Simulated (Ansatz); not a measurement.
**How LiPb (Pm-3m) stiffens under pressure**

```
Li Pb
1.0
     3.51257    0.00000    0.00000
     0.00000    3.51257    0.00000
     0.00000    0.00000    3.51257
Li Pb
1 1
Cartesian
  1.7563 1.7563 1.7563
  0.0000 0.0000 0.0000
```

This is the zero-pressure cell. At each pressure cell and atoms are relaxed in this structure, and the constants are slopes of the stress at strains of ±0.005 with relaxed ions (the coefficients that govern stability under load). Level: PBEsol, PAW on Ansatz 0.2.0's default frozen-core files (fitted under PBE), scalar-relativistic; k mesh 14×14×14, strains of ±0.005, Fermi-Dirac smearing of 0.100 eV, cutoff 420 eV. P is the pressure of the relaxed cell, less that of this one.

| P (GPa) | V/V₀ | C11 (GPa) | C12 (GPa) | C44 (GPa) |
| --- | --- | --- | --- | --- |
| 0.00 | 1.0000 | 60.9 | 23.5 | 15.8 |
| 0.98 | 0.9745 | 67.4 | 26.7 | 16.5 |
| 2.00 | 0.9515 | 74.0 | 29.9 | 17.2 |
| 3.98 | 0.9135 | 86.3 | 36.0 | 18.5 |
| 6.99 | 0.8677 | 104.6 | 45.0 | 20.5 |
| 10.00 | ? | ? | ? | ? |
| 14.98 | 0.7846 | 149.6 | 68.4 | 25.9 |

Problem. Does the bulk modulus from the constants agree with the pressure-volume curve?

Solution. A third-order Birch-Murnaghan fit to the volumes shown (F against f, f = [(V₀/V)^(2/3) − 1]/2) gives B₀ = 36.0 GPa and B′ = 4.4. Its −V dP/dV stands beside (C11 + 2C12)/3:

```csv
P (GPa),from P(V),from the constants
0.00,36.0,36.0
0.98,40.3,40.3
2.00,44.6,44.6
3.98,52.8,52.8
6.99,64.9,64.9
14.98,95.4,95.5
```

Problem. What are the pressure derivatives at zero pressure?

Solution. Slopes at V₀ of quadratic fits in −ln(V/V₀) through the first four rows shown, divided by B₀: dC11/dP = 6.7, dC12/dP = 3.2, dC44/dP = 0.7. The mean slopes up to 2.0 GPa are 6.5, 3.2, 0.7; curvature and scatter of the constants part the two. The combination (dC11/dP + 2 dC12/dP)/3 = 4.4 stands against B′.

Problem. Fill the row at 10.00 GPa.

Solution. Cubic fits in −ln(V/V₀) through all rows shown give C11 = 122.0, C12 = 53.9, C44 = 22.5 GPa. Computed: V/V₀ = 0.8315, C11 (GPa) = 122.3, C12 (GPa) = 53.8, C44 (GPa) = 22.6.

Problem. Does a shear stiffness soften?

Solution. C44 goes from 15.8 to 25.9 GPa; (C11 − C12)/2 goes from 18.7 to 40.6 GPa. Neither ends more than 3 % under its start, and the lattice stays mechanically stable over this range.

Known limits: no other phase was computed; many crystals of this kind change structure within this range, and rows or crossings beyond such a change describe a metastable lattice; frozen-core PAW files fitted under PBE, their cores solved anew for the functional of the run; responses of metals move with mesh and smearing; no spin-orbit coupling on heavy atoms; phonons weren't checked at these pressures.
